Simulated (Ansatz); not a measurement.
Tl (diamond, Fd-3m) at seven volumes, PBEsol in the plane-wave PAW code Ansatz, scaled uniformly. One row is withheld.

```tsv
V (Å³/atom)	P (GPa)
36.970	2.34
38.189	1.42
39.408	0.64
40.627	0.00
41.845	-0.53
43.064	-0.97
44.283	?
```

Fit the shown pressures and predict the withheld one.

P = (3/2)B₀(x^(7/2) − x^(5/2))[1 + (3/4)(B′ − 4)(x − 1)] with x = (V₀/V)^(2/3). Least squares on the six rows gives V₀ = 40.631 Å³/atom, B₀ = 19.4 GPa, B′ = 5.18. At V = 44.283, x = 0.9442 and P = -1.34 GPa. The run itself gave -1.34 GPa.

The start of the workflow was typed in or built on a structure type; neither database checked (COD, Materials Project) lists it. It is not the phase usual at ambient conditions (space group No. 194). Symmetry was held in the PBEsol relaxation. At this level the phase is mechanically unstable. Scalar-relativistic: spin–orbit coupling is off unless named, which matters more the heavier the elements.

Potentials: the later of the program's two PAW sets.
